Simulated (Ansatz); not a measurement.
# A plane-wave run on SrPt₅

Input file of Ansatz 0.2.0:

```yaml
crystal:
  lattice:
    - [5.485459, 0.0, 0.0]
    - [-2.742729, 4.750548, 0.0]
    - [0.0, 0.0, 4.435528]
  atoms:
    - { symbol: Pt, position: [0.5, 0.0, 0.5] }
    - { symbol: Pt, position: [0.5, 0.5, 0.5] }
    - { symbol: Pt, position: [0.0, 0.5, 0.5] }
    - { symbol: Pt, position: [0.3333, 0.6667, 0.0] }
    - { symbol: Pt, position: [0.6666, 0.3333, 0.0] }
    - { symbol: Sr, position: [0.0, 0.0, 0.0] }
  symmetry: { tolerance: 0.0003 }
kpoints:
  mp_grid: { grid: [7, 7, 8], shift: [0, 0, 0] }
  band_path:
    path:
      - [0.0, 0.0, 0.0]
      - [0.49999995, 6.0e-08, 0.0]
      - [0.3333333, 0.33333342, 0.0]
      - [0.0, 0.0, 0.0]
      - [0.0, 0.0, 0.5]
      - [0.49999995, 6.0e-08, 0.5]
      - [0.3333333, 0.33333342, 0.5]
      - [0.0, 0.0, 0.5]
      - [0.49999995, 6.0e-08, 0.5]
      - [0.49999995, 6.0e-08, 0.0]
      - [0.3333333, 0.33333342, 0.5]
    npoints: 6
magnetization:
  spin_polarized: false
scf:
  occupations: { method: fermi_dirac }
  lower_state_search: "off"
  max_iter: 200
hamiltonian:
  pseudopotentials: { kind: paw }
  xc: pbesol
basis:
  ecutwfc: 420
  fft_grid_basis: typed
output:
  forces: true
  stress: true
  eigenvalues: true
  bader: true
  populations: true
  elf: true
  write_potential: true
  volumetric_format: npy
  dos:
    e_range: [-12, 8]
    de: 0.05
    projected: { site_lists: { Pt: [Pt], Sr: [Sr] } }
checkpoint:
  read: saved_state
```

The saved state is an earlier solution for the same cell, perhaps on another mesh. 

Parts of the output:

```
Warning: the atoms were moved onto the symmetric positions of the space group found under crystal.symmetry.tolerance 3.0e-4 (fractional; no operation is sought that the atoms, as they stand in a round, miss by more than twice it, and no atom is moved by as much as it), and the run uses the moved positions.
Pseudopotentials: kind: paw
Pseudopotential: Pt, paw, valence charge 18, recommended cutoff 420 eV (normal), Pt.paw.azcp
Pseudopotential: Sr, paw, valence charge 10, recommended cutoff 420 eV (normal), Sr.paw.azcp
Functional definition: PBEsol
  exchange = pbesol_x
  correlation = pbesol_c
Crystal: 6 atoms, lattice volume = 115.585 Å³
Basis set: ecut = 420 eV, 2277 PW (Γ), exchange–correlation on 80×80×60 points (8 copies of the dense FFT grid, shifted against one another)
Bands: 60, of which v1, the nominal top of the filled ones, is band 50 counted from 1 (49 counted from 0)
Symmetry: 24 space group operations
Space group: P6/mmm (ITA 191), of the structure as read, at distance tolerance 1.5e-3 Å
k-points: 40 of 392
Initial density: read from a saved state, or passed on in memory by an earlier SCF of this step, an earlier step, the calling program or the single point that the run made first
Functional: x = pbesol(κ = 0.804, μ = 0.1235), c = pbesol(β = 0.046)
SCF iter   1: F=—  Δρ=3.55e-3  dr2=1.15e-2
SCF iter   2: F=—  Δρ=1.23e-3  dr2=1.96e-3
SCF iter   3: F=—  Δρ=5.02e-4  dr2=3.91e-4
SCF iter   4: F=—  Δρ=1.47e-4  dr2=3.00e-5
SCF iter   5: F=—  Δρ=2.54e-5  dr2=1.39e-6
SCF iter   6: F=-65414.2460 eV  Δρ=3.08e-6  dr2=1.37e-8
Free energy (F): -65414.2460 eV
Harris-Foulkes:  -65414.2460 eV  (|F-HF|=9.58e-9)
Internal energy: -65414.1011 eV  (E = F + TS)
E sigma→0 (E₀):  -65414.1735 eV
Entropy (-TS):   -0.1449 eV (-24.143 meV/atom)
Fermi energy:    16.8201 eV
--- Per-component energies (eV) ---
  E_band       = -1192.3404
  E_kinetic    = 3431.0763
  E_local      = -11169.1214  (includes V_loc(G=0)·N_el)
  E_nonlocal   = 1217.5762
  E_hartree    = 4249.2231
  E_xc         = -1471.6619
  E_vxc        = -1671.2187  (∫ρ·V_xc dr)
  E_paw        = -49226.6516  (= ΣΔE_a)
  E_vpaw       = -1499.0967  (= ΣTr[D̂ρ^β])
  E_aug_tail   = 0.0009  (compensation charges beyond the density's cutoff)
  E_ewald      = -12446.1121
  E_core_change = 1.5693  (= ΣΔE_core)
  E_smearing   = -0.1449  (= −TS)
--- Stress (GPa, compression-positive) ---
       -7.3374       0.0000       0.0000
        0.0000      -7.3374       0.0000
        0.0000       0.0000     -10.0076
  P = ⅓ Tr σ = -8.2275 GPa (-82.275 kbar)
--- Löwdin populations: 6 sites ---
  site symbol       q [e]
     0     Pt     18.0663
     1     Pt     18.0663
     2     Pt     18.0663
     3     Pt     18.1387
     4     Pt     18.1387
     5     Sr      8.5622
  spilling = 0.0096 (of n_electrons = 100.0000)
```

Total energies depend on the potentials used, so only differences within one code and one set of settings carry meaning.

Origin: a database entry at a rescaled volume.
